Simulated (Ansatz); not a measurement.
Given:

TiAl:
```cif
data_AlTi
_chemical_formula_sum 'Ti1 Al1'
_space_group_name_H-M_alt 'Pm-3m'
_space_group_IT_number 221
_space_group_name_Hall '-P 4 2 3'
_cell_length_a 3.12435
_cell_length_b 3.12435
_cell_length_c 3.12435
_cell_angle_alpha 90.000
_cell_angle_beta 90.000
_cell_angle_gamma 90.000
loop_
_atom_site_label
_atom_site_type_symbol
_atom_site_symmetry_multiplicity
_atom_site_Wyckoff_symbol
_atom_site_fract_x
_atom_site_fract_y
_atom_site_fract_z
_atom_site_occupancy
Ti1 Ti 1 a 0.00000 0.00000 0.00000 1
Al1 Al 1 b 0.50000 0.50000 0.50000 1
```

This is the LDA-relaxed structure.

Problem. All from LDA in the plane-wave PAW code Ansatz, unless another level is named. Give the highest zone-centre frequency.

Solution. 328 cm^-1.

Problem. Next, the bulk modulus (Birch–Murnaghan fit)?

Solution. 125 GPa.

The first step of the workflow began from a Materials Project structure, measured or hypothetical; the Crystallography Open Database copy checked does not list it. It is not the phase usual at ambient conditions (space group No. 123). The cell was relaxed with LDA under the symmetry of its start. At this level the phase is mechanically unstable. No spin polarisation was allowed. As this level gives no gap, phonon frequencies hold no LO–TO term and depend on the k-mesh and smearing (Fermi–Dirac, 0.1 eV here).

Potentials: the earlier of the program's two PAW sets. The files were generated under PBE; for other functionals the program regenerates the frozen cores, and for LDA and PBEsol the local potential too.
